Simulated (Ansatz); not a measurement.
**How TePb (Fm-3m) stiffens under pressure**

```
Te Pb
1.0
     0.00000    3.26784    3.26784
     3.26784    0.00000    3.26784
     3.26784    3.26784    0.00000
Te Pb
1 1
Direct
  0.50000 0.50000 0.50000
  0.00000 0.00000 0.00000
```

This is the zero-pressure cell. At each pressure cell and atoms are relaxed in this structure, and the constants are slopes of the stress at strains of ±0.005 with relaxed ions (the coefficients that govern stability under load). Level: r²SCAN, PAW on Ansatz 0.2.0's default frozen-core files (fitted under PBE), scalar-relativistic; k mesh 6×6×6, strains of ±0.005, fixed occupations, cutoff 500 eV. P is the pressure of the relaxed cell, less that of this one.

| P (GPa) | V/V₀ | C11 (GPa) | C12 (GPa) | C44 (GPa) |
| --- | --- | --- | --- | --- |
| 0.00 | 1.0000 | 114.1 | 6.4 | 15.3 |
| 0.99 | 0.9780 | 126.1 | 7.0 | 15.3 |
| 2.00 | 0.9580 | 138.1 | 7.6 | 15.3 |
| 3.98 | ? | ? | ? | ? |
| 6.99 | 0.8827 | 194.1 | 10.6 | 14.6 |
| 9.99 | 0.8492 | 226.0 | 12.6 | 14.1 |
| 14.99 | 0.8048 | 276.9 | 15.9 | 12.9 |

Problem. Does the bulk modulus from the constants agree with the pressure-volume curve?

Solution. A third-order Birch-Murnaghan fit to the volumes shown (F against f, f = [(V₀/V)^(2/3) − 1]/2) gives B₀ = 42.3 GPa and B′ = 4.5. Its −V dP/dV stands beside (C11 + 2C12)/3:

| P (GPa) | from P(V) | from the constants |
| --- | --- | --- |
| 0.00 | 42.3 | 42.3 |
| 0.99 | 46.7 | 46.7 |
| 2.00 | 51.1 | 51.1 |
| 6.99 | 71.7 | 71.8 |
| 9.99 | 83.7 | 83.7 |
| 14.99 | 103.0 | 102.9 |

Problem. What are the pressure derivatives at zero pressure?

Solution. Slopes at V₀ of quadratic fits in −ln(V/V₀) through the first four rows shown, divided by B₀: dC11/dP = 12.2, dC12/dP = 0.6, dC44/dP = 0.0. The mean slopes up to 2.0 GPa are 12.0, 0.6, 0.0; curvature and scatter of the constants part the two. The combination (dC11/dP + 2 dC12/dP)/3 = 4.5 stands against B′.

Problem. Fill the row at 3.98 GPa.

Solution. Cubic fits in −ln(V/V₀) through all rows shown give C11 = 160.8, C12 = 8.8, C44 = 15.1 GPa. Computed: V/V₀ = 0.9243, C11 (GPa) = 160.8, C12 (GPa) = 8.8, C44 (GPa) = 15.1.

Problem. Does a shear stiffness soften?

Solution. C44 goes from 15.3 to 12.9 GPa; (C11 − C12)/2 goes from 53.8 to 130.5 GPa. C44 softens under pressure, though the lattice stays mechanically stable over this range.

Known limits: no other phase was computed; many crystals of this kind change structure within this range, and rows or crossings beyond such a change describe a metastable lattice; frozen-core PAW files fitted under PBE, their cores solved anew for the functional of the run; no spin-orbit coupling on heavy atoms; phonons weren't checked at these pressures.
